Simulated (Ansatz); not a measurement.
## Ti₂C: sound and stiffness along [100], [110] and [111]

Computed with DFT LDA, scalar-relativistic, plane waves, PAW (Ansatz). Plane waves to 420 eV; Γ-centred k mesh 8×8×8; Fermi-Dirac smearing of 0.15 eV. No spin polarisation.

Equilibrium structure at this level:
Space group Fd-3m:1 (No. 227). a = 8.471 Å, b = 8.471 Å, c = 8.471 Å, α = 90.00°, β = 90.00°, γ = 90.00°
```
atom site symmetry x y z
  Ti   32e       .3m  0.8802  0.1198  0.1198
   C   16c      .-3m  0.1250  0.1250  0.1250
```

In a metal, frequencies and elastic constants depend on the k mesh and the smearing, soft modes and shear constants most.

With ions relaxed, on the cubic axes: C11 = 214.8, C12 = 123.4, C44 = 119.4 GPa. The density is 4.709 g/cm³. Zone-centre modes weren't checked beside this run.

Question: Is the crystal stable against strain, and how anisotropic is it?

Answer: Born's conditions hold: C11 + 2C12 = 461.7, C11 − C12 = 91.3 and C44 = 119.4 GPa are all positive. B = (C11 + 2C12)/3 = 153.9 GPa. The two shear moduli are C44 and C′ = (C11 − C12)/2 = 45.7 GPa, so Zener's ratio is A = C44/C′ = 2.61: the tetragonal shear C′ is the soft one, as in many fcc and bcc metals and zincblende crystals. The Cauchy pressure C12 − C44 is 4.1 GPa; it would vanish for pair forces between atoms on inversion centres at zero pressure, and here it is small.

Question: Give the sound speeds along the three symmetry directions.

Answer: The Christoffel equation gives ρv² for each branch:
```
direction branch                    ρv²    GPa v (m/s)
    [100]              L                    C11  214.8     6754
    [100]         T (×2) C44  119.4     5035
    [110]              L   (C11 + C12 + 2C44)/2  288.5     7827
    [110]   T, u ∥ [001]                    C44  119.4     5035
    [110]  T, u ∥ [1-10]          (C11 − C12)/2   45.7     3114
    [111]              L  (C11 + 2C12 + 4C44)/3  313.0     8153
    [111]         T (×2) (C11 − C12 + C44)/3   70.2     3862
```

Question: How does Young's modulus depend on direction?

Answer: Inverting gives S11 = 8.020, S12 = -2.927, S44 = 8.378 TPa⁻¹. Along a unit vector (l, m, n), 1/E = S11 − 2(S11 − S12 − S44/2)(l²m² + m²n² + n²l²), where the last bracket is 0, 1/4 and 1/3 for [100], [110] and [111]: E = 125, 215 and 285 GPa. With A > 1 the body diagonal is stiffest. For a film on (001), the biaxial modulus is C11 + C12 − 2C12²/C11 = 196 GPa and the normal strain is −2C12/C11 = -1.15 times the in-plane one.

Cost: 1 run of about 39 core-minutes, on Intel Xeon Processor @ 2.50GHz (Skylake/Cascade Lake) (shared hosts).